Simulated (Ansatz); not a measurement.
Local coordination and C_Q of 133Cs

Level of theory: DFT, PBE, plane waves and PAW, scalar-relativistic, 420 eV cutoff (Ansatz 0.2.0). Q = -3.430 mb (Pyykkö 2018), I = 7/2. The cells come from the COD and the Materials Project (computed, not necessarily observed phases), with the atoms as given or relaxed (PBE, cell held). Forces reach 0.2 eV/Å in them. Spin–orbit coupling is left out, which moves gradients at and beside heavy atoms (Cs, Hg, Tl) by some per cent and at some sites by far more. At most two sites a crystal are listed; metals, magnetic cells and gradients under 0.03 × 10²¹ V/m² (0.12 where the gap is under 1 eV) that symmetry doesn't force to zero are left out, and those under about 0.1 are uncertain even in sign.

| crystal | space group | first shell of Cs | C_Q (MHz) | η |
| --- | --- | --- | --- | --- |
| Cs2HgSe2 | Pbam | 6 Se at 3.65–3.72 Å; also 1 Cs at 3.89 Å | -0.601 | 0.30 |
| Cs3Ag9Sb4S12 | I-4 | 8 S at 3.58–3.75 Å; also 2 Cs at 3.93–4.18 Å | -0.252 | 0.36 |
| Cs3Ag9Sb4S12 | I-4 | 8 S at 3.61–3.70 Å; also 2 Cs at 3.93 Å | -0.662 | 0.00 |
| CsSnI3 | Pnma | 9 I at 3.86–4.08 Å | ? | ? |
| Cs3Sc2I9 | P6_3/mmc | 12 I at 4.25–4.26 Å | 0.083 | 0.00 |
| Cs3Sc2I9 | P6_3/mmc | 12 I at 4.16–4.66 Å | -0.131 | 0.00 |
| Cs3Tl2Cl9 | R-3c | 12 Cl at 3.66–3.83 Å | ? | ? |

Task: Estimate the withheld values.

Result: CsSnI3 (9 I at 3.86–4.08 Å): C_Q = -0.256 MHz, η = 0.87; Cs3Tl2Cl9 (12 Cl at 3.66–3.83 Å): C_Q = -0.102 MHz, η = 0.66.

By the number of first neighbours, |C_Q| spans 0.25 to 0.66 MHz with 8, 0.083 to 0.13 MHz with 12.

The crystals are a selection from a larger pool of database entries, not a random sample of it.
